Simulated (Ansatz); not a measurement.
A calculation with the code Ansatz. Plane-wave DFT: natural occupations of the f shells on orthogonalised atomic orbitals at the end of the run, rising, by spin; atoms or cell relaxed as the task says.

```
cell
1.0
     0.0000    0.0000   -6.8633
     4.1615   -7.2080    0.0000
    -8.3231    0.0000    0.0000
Eu Al Si
4 8 8
Direct
  0.0000 0.5000 0.5000
  0.0000 0.0000 0.5000
  0.0000 0.5000 0.0000
  0.0000 0.0000 0.0000
  0.3641 0.1667 0.3333
  0.3641 0.6667 0.3333
  0.3641 0.1667 0.8333
  0.3641 0.6667 0.8333
  0.6359 0.3333 0.1667
  0.6359 0.8333 0.1667
  0.6359 0.3333 0.6667
  0.6359 0.8333 0.6667
  0.7392 0.1667 0.3333
  0.7392 0.6667 0.3333
  0.7392 0.1667 0.8333
  0.7392 0.6667 0.8333
  0.2608 0.3333 0.1667
  0.2608 0.8333 0.1667
  0.2608 0.3333 0.6667
  0.2608 0.8333 0.6667
```

Starting moments (μB): Eu number 1 7.3, Eu number 2 7.3, Eu number 3 7.3, Eu number 4 7.3; others 0.

| quantity | value |
| --- | --- |
| cell charge | 0 e |
| spin | collinear |
| scf start | atoms |
| lower state search | off |
| functional | PBEsol |
| wave cutoff | 420 eV |
| k mesh | 3, 3, 3 |
| k shift | 0, 0, 0 mesh steps |
| gaussian smearing | 0.05 eV |
| task | single point |

Problem. How are the f shells occupied at the end?

Solution. 

```tsv
shell atom	shell element	shell spin	shell occupation 1 (e)	shell occupation 2 (e)	shell occupation 3 (e)	shell occupation 4 (e)	shell occupation 5 (e)	shell occupation 6 (e)	shell occupation 7 (e)
1	Eu	up	0.93	0.93	0.96	0.97	0.98	0.98	0.98
1	Eu	down	0	0	0	0	0.01	0.01	0.01
2	Eu	up	0.93	0.93	0.96	0.97	0.98	0.98	0.98
2	Eu	down	0	0	0	0	0.01	0.01	0.01
3	Eu	up	0.93	0.93	0.96	0.97	0.98	0.98	0.98
3	Eu	down	0	0	0	0	0.01	0.01	0.01
4	Eu	up	0.93	0.93	0.96	0.97	0.98	0.98	0.98
4	Eu	down	0	0	0	0	0.01	0.01	0.01
```

Caveats: 4f shell without a U, which puts 4f levels too near the Fermi level; occupations loosely converged; open f or d shells may hold a state above the lowest.
